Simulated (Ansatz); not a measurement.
Relaxed-ion elastic tensor of Mg3CdO4 in space group Pm-3m (No. 221; Mg on 3c, Cd on 1a, O on 3d, O on 1b) in GPa (Voigt order), plane-wave PAW PBEsol (Ansatz code); density 4.89 g/cm³, 10.59 Å³ per atom.

|  | 1 | 2 | 3 | 4 | 5 | 6 |
|---|---|---|---|---|---|---|
| 1 | 254 | 102 | 102 | 0.0 | 0.0 | 0.0 |
| 2 | 102 | 254 | 102 | 0.0 | 0.0 | 0.0 |
| 3 | 102 | 102 | 254 | 0.0 | 0.0 | 0.0 |
| 4 | 0.0 | 0.0 | 0.0 | 99.2 | 0.0 | 0.0 |
| 5 | 0.0 | 0.0 | 0.0 | 0.0 | 99.2 | 0.0 |
| 6 | 0.0 | 0.0 | 0.0 | 0.0 | 0.0 | 99.2 |

Question: Is the crystal mechanically stable?

Answer: Yes: the smallest eigenvalue of C is 99.2 GPa.

Question: Work out the Voigt, Reuss and Hill averages.

Answer: K_V = 152, K_R = 152, K_H = 152; G_V = 89.9, G_R = 88.4, G_H = 89.2 GPa.

Question: Give Young's modulus, Poisson's ratio, Pugh's ratio and the universal anisotropy index.

Answer: E = 9KG/(3K + G) = 224 GPa; ν = 0.26; K/G = 1.71 (near the Pugh limit of 1.75, no verdict); A_U = 5G_V/G_R + K_V/K_R − 6 = 0.09.

Question: Estimate the sound speeds and the Debye temperature.

Answer: v_l = √((K + 4G/3)/ρ) = 7450 m/s, v_t = √(G/ρ) = 4270 m/s, mean 4740 m/s; Θ = (h/k)(3n/4πV)^(1/3) v_m = 643 K.

Question: Give the Zener ratio and Young's modulus along [100], [110] and [111].

Answer: A = 2C44/(C11 − C12) = 1.31; 1/E = S11 − 2(S11 − S12 − S44/2)Γ with Γ = 0, 1/4, 1/3 gives 195, 230, 245 GPa.

The workflow started from a Materials Project entry (that database holds measured and hypothetical structures alike); the Crystallography Open Database copy checked does not list it. With Mg and Cd taken as one species the cell has the higher symmetry Fm-3m, so it may be an ordered model of a mixed-site phase. Whether it is the stable phase at ambient conditions was not checked. The PBEsol relaxation kept the symmetry of its start; of distortions, only those at the zone centre were tested.

Potentials: the later of the program's two PAW sets.
